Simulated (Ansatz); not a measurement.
LaSi:
```cif
data_La4Si4
_chemical_formula_sum 'La4 Si4'
_space_group_name_H-M_alt 'P 1'
_space_group_IT_number 1
_cell_length_a 7.09807
_cell_length_b 7.09807
_cell_length_c 6.65964
_cell_angle_alpha 90.000
_cell_angle_beta 90.000
_cell_angle_gamma 142.104
loop_
_space_group_symop_operation_xyz
  'x, y, z'
loop_
_atom_site_label
_atom_site_type_symbol
_atom_site_fract_x
_atom_site_fract_y
_atom_site_fract_z
_atom_site_occupancy
La1 La 0.27517 0.72483 0.25000 1
La2 La 0.72483 0.27517 0.75000 1
La3 La 0.55143 0.44857 0.25000 1
La4 La 0.44857 0.55143 0.75000 1
Si1 Si 0.09131 0.90869 0.93633 1
Si2 Si 0.90869 0.09131 0.06367 1
Si3 Si 0.90869 0.09131 0.43633 1
Si4 Si 0.09131 0.90869 0.56367 1
```

Relaxed with r²SCAN.

Task: Which orbitals make up the states near the Fermi level in plane-wave PAW r²SCAN (Ansatz code)?

Result: Within 0.5 eV of the Fermi level: La 5d 67 %, Si 3p 17 %, La 4f 7 %. Projections are on Löwdin-orthogonalised atomic valence shells; empty p or d shells of many metals are not among them.

Task: Tabulate the density of states.

Result: States/eV per cell of 8 atoms, in 0.25 eV bins, energy from the Fermi level.

```tsv
E (eV)	total	La 5d	La 4f	Si 3p
-7.85	0.53	0.14	0.00	0.08
-7.60	0.81	0.19	0.01	0.14
-7.35	1.33	0.23	0.01	0.24
-7.10	1.79	0.25	0.02	0.34
-6.85	1.51	0.23	0.01	0.31
-6.60	1.41	0.23	0.01	0.30
-6.35	1.35	0.23	0.01	0.30
-6.10	1.33	0.25	0.02	0.30
-5.85	1.35	0.27	0.02	0.30
-5.60	1.47	0.32	0.02	0.31
-5.35	1.87	0.45	0.03	0.33
-5.10	1.08	0.24	0.02	0.19
-4.85	0.16	0.03	0.00	0.03
-4.60	0.00	0.00	0.00	0.00
-4.35	0.07	0.01	0.00	0.04
-4.10	0.57	0.09	0.00	0.35
-3.85	1.44	0.26	0.01	0.87
-3.60	3.29	0.56	0.03	1.97
-3.35	3.90	0.74	0.04	2.40
-3.10	5.07	1.05	0.07	3.26
-2.85	4.68	1.09	0.07	2.84
-2.60	6.98	2.25	0.11	3.80
-2.35	6.26	1.95	0.13	3.51
-2.10	6.71	1.86	0.18	4.02
-1.85	7.58	2.32	0.21	4.40
-1.60	6.83	2.54	0.19	3.56
-1.35	6.01	2.64	0.19	2.69
-1.10	4.08	2.21	0.13	1.43
-0.85	2.54	1.58	0.09	0.62
-0.60	3.09	1.98	0.14	0.66
-0.35	4.81	3.14	0.25	0.96
-0.10	6.72	4.52	0.41	1.17
0.15	4.25	2.89	0.30	0.62
0.40	4.46	2.96	0.43	0.61
0.65	5.60	3.70	0.67	0.68
0.90	4.90	2.90	0.92	0.59
1.15	8.44	4.15	2.40	1.02
1.40	8.43	3.71	3.12	0.83
1.65	10.08	3.37	5.14	0.75
1.90	16.51	3.47	10.93	0.93
2.15	27.83	3.01	23.01	0.68
```

Space group Cmcm. The workflow started from a Materials Project entry (that database holds measured and hypothetical structures alike); the Crystallography Open Database copy checked does not list it. COD files the formula under space group No. 62. Its standing as an ambient phase is unchecked. The r²SCAN relaxation kept the symmetry of its start; whether a distortion lowers the energy is not shown. Spin–orbit coupling is left out wherever it is not named.

Potentials: the later of the program's two PAW sets.
